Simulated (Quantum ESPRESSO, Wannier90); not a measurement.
# Si (diamond), plane waves to Wannier functions

Cell from Materials Project (mp-149), symmetrised, no further relaxation. This is the element's usual structure. Method: PBEsol plane waves in Quantum ESPRESSO 7.5 (PseudoDojo norm-conserving files, 29 Ry, no spin polarisation, no spin-orbit coupling), Bloch states on a 10×10×10 mesh through Γ, Wannier90 4.0.1. Density: 10×10×10 mesh, cold smearing 0.01 Ry.

```
begin unit_cell_cart
ang
    0.0000000000    2.7218500000    2.7218500000
    2.7218500000    0.0000000000    2.7218500000
    2.7218500000    2.7218500000    0.0000000000
end unit_cell_cart
mp_grid = 10 10 10
```

Problem. Which shells of neighbouring k-points and which b-vectors and weights does Wannier90 pick for this cell and mesh?

Solution. 
```
 *---------------------------------- K-MESH ----------------------------------*
 +----------------------------------------------------------------------------+
 |                    Distance to Nearest-Neighbour Shells                    |
 |                    ------------------------------------                    |
 |          Shell             Distance (Ang^-1)          Multiplicity         |
 |          -----             -----------------          ------------         |
 |             1                   0.199915                      8            |
 |             2                   0.230842                      6            |
 |             3                   0.326461                     12            |
 |             4                   0.382809                     24            |
 |             5                   0.399831                      8            |
 |             6                   0.461685                      6            |
 |             7                   0.503109                     24            |
 |             8                   0.516179                     24            |
       ... (lines left out)
 +----------------------------------------------------------------------------+
 | The b-vectors are chosen automatically                                     |
 | The following shells are used:                       1                     |
 +----------------------------------------------------------------------------+
 |                        Shell   # Nearest-Neighbours                        |
 |                        -----   --------------------                        |
 |                          1               8                                 |
 +----------------------------------------------------------------------------+
 | Completeness relation is fully satisfied [Eq. (B1), PRB 56, 12847 (1997)]  |
 +----------------------------------------------------------------------------+
 |                  b_k Vectors (Ang^-1) and Weights (Ang^2)                  |
 |                  ----------------------------------------                  |
 |            No.         b_k(x)      b_k(y)      b_k(z)        w_b           |
 |            ---        --------------------------------     --------        |
 |             1         0.115421    0.115421   -0.115421     9.382934        |
 |             2         0.115421   -0.115421    0.115421     9.382934        |
 |             3        -0.115421    0.115421    0.115421     9.382934        |
 |             4         0.115421    0.115421    0.115421     9.382934        |
 |             5        -0.115421   -0.115421    0.115421     9.382934        |
 |             6        -0.115421    0.115421   -0.115421     9.382934        |
 |             7         0.115421   -0.115421   -0.115421     9.382934        |
 |             8        -0.115421   -0.115421   -0.115421     9.382934        |
```
